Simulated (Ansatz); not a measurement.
ReW (L1₀ or tetragonal B2, space group No. 123) at seven volumes, PBE in the plane-wave PAW code Ansatz, shape and atoms relaxed at each. One row is withheld.

```json
[
 {"V (Å³/atom)": "14.262", "P (GPa)": "36.90"},
 {"V (Å³/atom)": "14.732", "P (GPa)": "22.63"},
 {"V (Å³/atom)": "15.202", "P (GPa)": "10.44"},
 {"V (Å³/atom)": "15.672", "P (GPa)": "0.00"},
 {"V (Å³/atom)": "16.142", "P (GPa)": "?"},
 {"V (Å³/atom)": "16.613", "P (GPa)": "-16.58"},
 {"V (Å³/atom)": "17.083", "P (GPa)": "-23.06"}
]
```

Question: Fit the shown pressures and predict the withheld one.

Answer: Third-order Birch–Murnaghan: P = (3/2)B₀(x^(7/2) − x^(5/2))[1 + (3/4)(B′ − 4)(x − 1)] with x = (V₀/V)^(2/3). Least squares on the six rows gives V₀ = 15.672 Å³/atom, B₀ = 320.9 GPa, B′ = 4.20. At V = 16.142, x = 0.9805 and P = -8.91 GPa. The run itself gave -8.95 GPa.

Space group P4/mmm (L1₀ or tetragonal B2). A made-up cell: these elements were put on the sites of a structure type; neither database checked (COD, Materials Project) lists it. Whether it is the stable phase at ambient conditions was not checked. The cell was relaxed with PBE under the symmetry of its start; its stability against distortions is not shown here. No spin polarisation was allowed. Scalar-relativistic: spin–orbit coupling is off unless named, which matters more the heavier the elements.

Potentials: the earlier of the program's two PAW sets.
